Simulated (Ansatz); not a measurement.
Mechanical response of Sn (Fd-3m)

```
Sn
1.0
     0.00000    3.27039    3.27039
     3.27039    0.00000    3.27039
     3.27039    3.27039    0.00000
Sn
2
Direct
  0.50000 0.50000 0.50000
  0.75000 0.75000 0.75000
```

The conventional cell has a = 6.541 Å, b = 6.541 Å, c = 6.541 Å, α = 90.00°, β = 90.00°, γ = 90.00°. Around Sn (atom 1) lie 4 Sn at 2.83 Å.

Level of theory, where no other is named: PBEsol, all-electron LAPW in Ansatz 0.2.0, scalar-relativistic. k mesh 14×14×14, Fermi-Dirac smearing of 0.100 eV, basis error target 1 meV/atom. The cell was relaxed by PAW under this functional. The structure is one entry of a database and needn't be the stable phase.

The cell is cubic and carries a residual pressure of 0.00 GPa at this level. Each strain component that symmetry leaves independent is applied at ±0.005, the ions relax wherever a strain frees them, and the stress (tension positive, GPa) is read. Shears are engineering strains, γ = 2ε.

| strain | size | σxx | σyy | σzz | σyz | σxz | σxy |
| --- | --- | --- | --- | --- | --- | --- | --- |
| xx | -0.005 | -0.3114 | -0.1603 | -0.1603 | 0.0000 | 0.0000 | 0.0000 |
| xx | +0.005 | 0.3055 | 0.1532 | 0.1532 | 0.0000 | 0.0000 | 0.0000 |
| yz | -0.005 | -0.0004 | -0.0008 | -0.0008 | -0.1354 | 0.0000 | 0.0000 |
| yz | +0.005 | -0.0004 | -0.0008 | -0.0008 | 0.1354 | 0.0000 | 0.0000 |

A central difference gives one constant, for example C11 ≈ (0.3055 − (-0.3114))/(0.01) = 61.7 GPa; the program then imposes the crystal's symmetry on the whole matrix.

Question: What are the independent elastic constants?

Answer: C11 = 61.7, C12 = 31.3, C44 = 27.1 GPa.

Question: Do they meet the Born conditions?

Answer: C11 − C12 = 30.3, C11 + 2C12 = 124.4 and C44 = 27.1 GPa must all be positive, so the crystal is elastically stable; that says nothing yet of its phonons.

Question: What moduli does a random aggregate of grains have?

Answer: B = (C11 + 2C12)/3 = 41.5 GPa. G_V = (C11 − C12 + 3C44)/5 = 22.3 and G_R = 5(C11 − C12)C44/(4C44 + 3(C11 − C12)) = 20.6, so G_H = 21.5 GPa. Then E = 9BG/(3B + G) = 54.9 GPa, ν = (3B − 2G)/(6B + 2G) = 0.279 and B/G = 1.93, on the ductile side of Pugh's 1.75 (a rule of thumb).

Question: With the density of 5.636 g/cm³, how fast does sound travel, and what Debye temperature follows?

Answer: 

| direction | slow (m/s) | middle (m/s) | fast (m/s) |
| --- | --- | --- | --- |
| [100] | 2192 | 2192 | 3309 |
| [110] | 1641 | 2192 | 3614 |
| [111] | 1843 | 1843 | 3710 |

The mean of v⁻³ over directions and branches gives v_m = 2161 m/s and θ_D = (ħ/k_B) v_m (6π²n)^(1/3) = 197 K, n being atoms per volume. Young's modulus spans 41 to 67 GPa over directions, and the universal anisotropy index is 0.41.

Question: How far do the constants move if PAW replaces LAPW in the same cell?

Answer: 

```csv
constant,LAPW (GPa),PAW (GPa),difference
C11,61.7,61.6,-0.1
C12,31.3,31.4,0.1
C44,27.1,27.0,-0.1
```

Question: What happens at 5 GPa (cell relaxed there)?

Answer: The volume falls to 0.9090 of its value, and C11 = 84.6, C12 = 54.3, C44 = 28.5 GPa (slopes of the stress), in this structure whether or not another phase takes over.

Known limits: responses of metals move with mesh and smearing; the frozen-core PAW files of the compared runs were fitted under PBE, their cores solved anew for this functional.
